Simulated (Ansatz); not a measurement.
Y3Si5:
```
Y3Si5
1.0
    6.58399     0.00000     0.00000
   -3.29199     5.70190     0.00000
    0.00000     0.00000     4.19429
Y Si
3 5
Cartesian
 -2.13131   3.69153   0.00000
  4.26261   0.00000   0.00000
  1.16069   2.01037   0.00000
  3.29199   1.90063   2.09715
  0.00000   3.80127   2.09715
 -0.88337   1.53005   2.09715
  1.76675   0.00000   2.09715
  2.40862   4.17185   2.09715
```

Relaxed with PBE. Special points in fractions of this cell's reciprocal vectors: Γ (0.000, 0.000, 0.000); M (0.500, 0.000, 0.000); K (0.333, 0.333, 0.000); A (0.000, 0.000, 0.500); L (0.500, 0.000, 0.500); H (0.333, 0.333, 0.500).

**Question.** List the band energies nearest the Fermi level at these points for DFT-PBE in the program Ansatz with PAW potentials.

**Answer.** In eV from the Fermi level; about four levels below and three above (degenerate sets whole), none deeper than 8.9 eV; points with the same levels are listed once.

| k | below | above |
|---|---|---|
| Γ | -1.57 -1.13 -1.13 -0.35 | 0.91 1.06 1.75 1.75 |
| M | -1.98 -1.88 -0.64 -0.04 | 0.74 0.88 1.63 |
| K | -1.91 -1.16 -1.16 -1.15 | 1.33 1.33 1.48 1.48 |
| A | -2.50 -2.33 -2.33 -1.39 | 0.15 0.15 0.30 0.30 |
| L | -2.68 -2.29 -2.05 -1.52 | 0.22 0.41 1.27 |
| H | -2.06 -2.06 -1.79 -1.79 | 0.10 0.25 0.25 |

Space group P-62m. The start of the workflow was typed in or built on a structure type; neither database checked (COD, Materials Project) lists it. Its standing as an ambient phase is unchecked. The PBE relaxation kept the symmetry of its start; its stability against distortions is not shown here. No spin polarisation was allowed. Scalar-relativistic: spin–orbit coupling is off unless named, which matters more the heavier the elements.

Potentials: the earlier of the program's two PAW sets.
